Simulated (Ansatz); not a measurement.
## Zr2Fe (I4/mcm): electronic heat capacity and spin susceptibility from the density of states

These are results of Ansatz, DFT PBEsol, scalar-relativistic, plane waves, PAW, not measurements.

Cutoff 420 eV; k points 8×8×8 on the computed 6-atom cell (Γ-centred); Gaussian smearing, width 0.10 eV; no spin polarisation.

Relaxed cell: I4/mcm, a = 6.180 Å, b = 6.180 Å, c = 5.645 Å, α = 90.00°, β = 90.00°, γ = 90.00°, 6 atoms in the primitive cell. Whether it is the stable form of this composition wasn't checked.

The density of states at the Fermi level is 5.027 states/eV in the cell of 6 atoms (2 formula units; both spins, tetrahedra on a 12×12×12 mesh). Averaged over bins of 0.1 eV the density runs from 4.5 to 8.6 states/eV within 0.2 eV of the Fermi level, so the figure hangs on the exact place of that level.

Problem. What Sommerfeld coefficient and Pauli susceptibility does this give?

Solution. Per formula unit N(E_F) = 2.514 states/eV. γ = (π²/3) k_B² N(E_F) N_A = 2.357 mJ/(mol K²) per state/eV, so γ = 5.9 mJ/(mol K²), a mole of formula units. χ_P = μ_B² N(E_F) N_A = 3.23×10⁻⁵ emu/mol per state/eV gives 8.1×10⁻⁵ emu/mol. This is the bare band result: a measured γ of the same phase is as a rule larger by a factor 1 + λ from phonons and spin fluctuations, the spin part of χ is larger by the Stoner factor, and a measured χ also holds orbital and core terms. N(E_F) at one energy is sensitive to the mesh where the density of states has sharp peaks.

A ferromagnetic start lost its moments in a first run, so spin was left out; other magnetic orders weren't tried.

Cost: 1 run of about 1.8 core-minutes, on Arm Neoverse V2 (shared hosts).